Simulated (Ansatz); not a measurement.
A sound run on Nb (Fm-3m), total moment held at 1.4 μB (DFT, LDA, PAW with Ansatz's default frozen-core files, scalar-relativistic (Ansatz 0.2.0)):

```yaml
crystal:
  lattice:
    - [0.0, 2.115, 2.115]
    - [2.115, 0.0, 2.115]
    - [2.115, 2.115, 0.0]
  atoms:
    - { symbol: Nb, position: [0.0, 0.0, 0.0], spin: 1.4 }
magnetization:
  spin_polarized: true
  initial_magnetization: 1.4
  spin_locking: { lock_magnetization: hard }
kpoints:
  mp_grid: { grid: [13, 13, 13] }
scf:
  occupations: { method: fermi_dirac, width: 0.05 }
  lower_state_search: "off"
hamiltonian:
  xc: lda
  pseudopotentials: { kind: paw }
output:
  forces: true
  stress: true
  eigenvalues: true
  write_density: true
  write_potential: true
  elf: true
  volumetric_format: npy
```

It converged in 7 iterations. Site moments (μB): Nb 1.03. Cell moment 1.40 μB. Pressure -5.49 GPa.

The input is then changed, output keys apart:

```diff
+  mixing: { algorithm: anderson, beta: 0.005, ndim: 1 }
+  max_iter: 60
```

Task: What does the program do with it?

Result: Self-consistency was reached. Free energy -4441.8352 eV against -4441.8352 eV, cell moment 1.40 μB, pressure -5.49 GPa. The change did no harm here: the energy is that of the sound run to 1 meV per atom.
```
Warning: This run holds its total moment fixed (magnetization.spin_locking.lock_magnetization: hard) and mixes its density by anderson or broyden (scf.mixing.algorithm, typed or taken by auto). Slabs with a fixed moment have converged under broyden above another state at the same moment, at the default mixing steps and at smaller ones, and under scf.lower_state_search: standard, light or off a sta …
Warning: output.stress: scf.convergence.dr2_threshold = 1e-7 eV (the SCF's general default) is looser than the 1e-10 eV advised for a printed stress (1e-10 eV for each atom of the cell: 1). What an SCF threshold leaves in a stress goes as its square root, and in the free energy as the threshold itself, and one threshold admits the most on a small cell: of the crystals measured, under no hybrid fun …
Engine: ansatz 0.2.0
Pseudopotentials: kind: paw
Pseudopotential: Nb, paw, valence charge 13, recommended cutoff 420 eV (normal), Nb.paw.azcp
Functional definition: SPW92
  exchange = slater_x
  correlation = pw_c
Crystal: 1 atoms, lattice volume = 18.922 Å³
Basis set: ecut = 420 eV, 339 PW (Γ)
Bands: 12, of which v1, the nominal top of the filled ones, is band 7 counted from 1 (6 counted from 0)
Symmetry: 48 space group operations
Space group: Fm-3m (ITA 225), of the structure as read, at distance tolerance 2.7e-5 Å
Magnetic group: BNS 225.116 (UNI 1618), of the structure as read, at distance tolerance 2.7e-5 Å
k-points: 84 of 2197
Non-local potential: Nb, projectors of the file, l = 0: 3, l = 1: 2, l = 2: 2, l = 3: 1
PAW form: soft (Blöchl's): semilocal exchange-correlation on the pseudo side does not see the compensation charge
PAW frozen core: Nb, regenerated for the run's functional, and the local potential with it (the file was generated under x = pbe(κ = 0.804, μ = 0.2195149727645171), c = pbe(β = 0.06672455060314922))
PAW one-centre angular grid: Nb, 590 points (default); XC on 64 Gauss nodes
[...]
  E_aug_tail   = 0.000007  (compensation charges beyond the density's cutoff)
  E_ewald      = -1318.847003
  E_core_change = 0.425694  (= ΣΔE_core)
  E_smearing   = -0.008532  (= −TS)
  E_closure    = 0.000000  (closes the sum)
  Σ components = -4441.835230   (vs F -4441.835230, Δ=0.00e0)
--- Forces (eV/Å), atoms counted from 1 ---
  atom   1  Nb    -0.00000000     0.00000000     0.00000000
  max |Σ_I F_I| component: 4.60e-31 eV/Å
--- Stress (GPa, compression-positive) ---
       -5.493426       0.000000       0.000000
       -0.000000      -5.493426      -0.000000
        0.000000      -0.000000      -5.493426
  P = ⅓ Tr σ = -5.4934 GPa (-54.934 kbar)
--- Band table (eV; the first three rows and the last of 168) ---
  k-point 0 ↑: bands = ["-37.9408", "-13.4364", "-13.4364", "-13.4364", "10.2999", "16.6065", "16.6065", "16.6065", "19.2152", "19.2152", "28.2260", "32.9295"]
  k-point 1 ↑: bands = ["-37.9299", "-13.5092", "-13.4454", "-13.4454", "10.5186", "16.4392", "16.7066", "16.7066", "19.1279", "19.1279", "28.6615", "32.1034"]
  k-point 2 ↑: bands = ["-37.8996", "-13.7076", "-13.4704", "-13.4704", "11.1195", "16.0706", "16.9247", "16.9247", "18.9961", "18.9961", "29.6261", "30.8462"]
  k-point 83 ↓: bands = ["-37.1052", "-13.6110", "-13.5132", "-13.2184", "14.6846", "15.9442", "16.4830", "19.2279", "22.3488", "26.4633", "27.7672", "28.4134"]
```
